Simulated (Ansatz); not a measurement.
**KLuS2: levels along high-symmetry lines**

```
K Lu S
1.0
     1.97165    1.13833    7.29738
    -1.97165    1.13833    7.29738
     0.00000   -2.27666    7.29738
K Lu S
1 1 2
Direct
  0.00000 0.00000 0.00000
  0.50000 0.50000 0.50000
  0.76704 0.76704 0.76704
  0.23296 0.23296 0.23296
```

Atoms are numbered in the order listed.

The conventional cell has a = 3.943 Å, b = 3.943 Å, c = 21.892 Å, α = 90.00°, β = 90.00°, γ = 120.00°. Around K (atom 1) lie 6 S at 3.16 Å. Lu (atom 2) has 6 S at 2.70 Å as nearest neighbours. Around S (atom 3) lie 3 Lu at 2.70 Å.

The cell is the one relaxed in the Materials Project (mp-1007636), not relaxed further here; entries there can be hypothetical.

No spin–orbit coupling, which matters for the heavy atoms here.

All numbers below come from Ansatz 0.2.0, DFT, LDA, all-electron LAPW, scalar-relativistic.

Sampling and basis: a Γ-centred 7×7×7 k mesh, Fermi–Dirac smearing of 0.02 eV, basis error target 1 meV/atom, no spin polarisation.

Points in fractions of the reciprocal vectors of this cell: Γ (0, 0, 0), T (0.5, 0.5, 0.5), H2 (0.817, 0.183, 0.5), H0 (0.5, -0.183, 0.183), L (0.5, 0, 0), S0 (0.341, -0.341, 0), S2 (0.659, 0, 0.341), F (0.5, 0, 0.5). The path joins them by straight lines in the order Γ–T–H2–H0–L–Γ–S0–S2–F; legs that retrace an earlier one aren't tabulated. Energies are in eV from the top of the valence band.

(1) Is there a gap, and where are the band edges?

(2) List the levels between -8 and 5.5 eV at the symmetry points.

Answers

(1) 2.08 eV, indirect from Γ to F (0.5, 0, 0.5).

(2) 
Γ: -3.85 (×2), -3.84, -3.81, -3.79 (×2), -3.76, -3.45, -1.78 (×2), -0.35, 0.00 (×2), 3.25, 3.52 (×2), 3.55, 5.40
T: -3.86, -3.85 (×2), -3.81, -3.79 (×2), -3.76, -2.96, -1.74 (×2), -1.26, -0.11 (×2), 3.55, 3.59 (×2), 4.45, 5.29
H2: -3.85, -3.82 (×2), -3.81, -3.79 (×3), -2.95, -2.62, -2.40, -1.47, -1.42, -1.38, 3.59, 4.38, 4.77
H0: -3.85, -3.82 (×2), -3.81, -3.79 (×3), -2.95, -2.62, -2.40, -1.47, -1.42, -1.38, 3.59, 4.38, 4.77
L: -3.85, -3.83, -3.81 (×2), -3.79, -3.78, -3.78, -3.54, -2.50, -1.60, -1.55, -1.30, -0.95, 2.55, 4.54, 5.07
S0: -3.85, -3.82 (×2), -3.81, -3.79 (×3), -2.94, -2.60, -2.42, -1.45, -1.43, -1.40, 3.62, 4.57, 4.60
S2: -3.85, -3.82 (×2), -3.81, -3.79 (×3), -2.94, -2.60, -2.42, -1.45, -1.43, -1.40, 3.62, 4.57, 4.60
F: -3.84, -3.83, -3.81 (×2), -3.79, -3.78, -3.78, -3.75, -2.35, -1.70, -1.62, -0.92, -0.86, 2.08, 4.64, 5.18, 5.49
